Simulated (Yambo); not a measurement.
CaHCl (space group P4/nmm, No. 129), G0W0@PBEsol in Yambo with this input:

```
rim_cut
gw0
dyson
el_el_corr
HF_and_locXC
ppa
em1d
RandQpts= 1000000
RandGvec= 1 Ry
EXXRLvcs= 72 Ry
VXCRLvcs= 288 Ry
Chimod= "HARTREE"
% BndsRnXp
 1 | 185 |
%
NGsBlkXp= 8 Ry
% LongDrXp
 1.0 | 1.0 | 1.0 |
%
PPAPntXp= 27.2114 eV
% GbndRnge
 1 | 185 |
%
GTermKind= "BG"
DysSolver= "n"
ExtendOut
```

On a 4×4×2 mesh, with wavefunctions cut at 72 Ry, the gap (Z → Z) is 6.045 eV and the valence edge shifts by -1.144 eV.

### Question
What happens with this change: no random integration?

### Answer
The gap falls by 0.052 eV, to 5.993 eV; the shift of the valence edge becomes -0.972 eV. Neither run is shown to be the converged limit.

Geometry of the Materials Project entry, not relaxed at this level; primitive cell a = b = 3.817 Å, c = 6.903 Å, α = β = γ = 90.00°.

A shift is the quasiparticle energy of the state minus its PBEsol energy.
